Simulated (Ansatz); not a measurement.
AlN:
```yaml
crystal:
  lattice:
    - [3.09475, 0.00000, 0.00000]
    - [-1.54737, 2.68013, 0.00000]
    - [0.00000, 0.00000, 10.02027]
  atoms:
    - { symbol: Al, position: [0.00000, 0.00000, 0.00148] }
    - { symbol: Al, position: [0.00000, 0.00000, 0.50148] }
    - { symbol: Al, position: [0.66667, 0.33333, 0.75034] }
    - { symbol: Al, position: [0.33333, 0.66667, 0.25034] }
    - { symbol: N, position: [0.00000, 0.00000, 0.81190] }
    - { symbol: N, position: [0.00000, 0.00000, 0.31190] }
    - { symbol: N, position: [0.66667, 0.33333, 0.56190] }
    - { symbol: N, position: [0.33333, 0.66667, 0.06190] }
```

Relaxed with HSE06. Special points in fractions of this cell's reciprocal vectors: Γ (0.000, 0.000, 0.000); M (0.500, 0.000, 0.000); K (0.333, 0.333, 0.000); A (0.000, 0.000, 0.500); L (0.500, 0.000, 0.500); H (0.333, 0.333, 0.500).

List the band energies nearest the valence-band maximum at these points for HSE06 (plane waves, PAW; program Ansatz).

In eV from the valence-band maximum; about four levels below and three above (degenerate sets whole), none deeper than 8.9 eV; points with the same levels are listed once.

```csv
k,below,above
Γ,-0.39 -0.39 -0.11 -0.11 0.00,5.59 7.85 8.15
M,-1.43 -1.37 -0.83 -0.63,5.31 6.00 8.47
K,-2.49 -1.61 -1.61 -0.82,7.24 7.24 8.90 8.90
A,-0.20 -0.20 -0.20 -0.20,6.57 6.57 8.57 8.57
L,-1.43 -1.43 -0.89 -0.89,5.90 5.90 8.11 8.11
H,-1.53 -1.53 -1.40 -1.40,6.99 6.99 9.17 9.17
```

Space group P6_3mc. The cell is a constructed one: a structure type filled with these elements. Its sites differ from those of the usual phase in this space group: another stacking or structure type. The cell was relaxed with HSE06 under the symmetry of its start; whether a distortion lowers the energy is not shown. The hybrid was solved on a coarse mesh, the path and, where they were found, the r²SCAN edge points; its band edges are the extreme levels among these.

Potentials: the later of the program's two PAW sets.
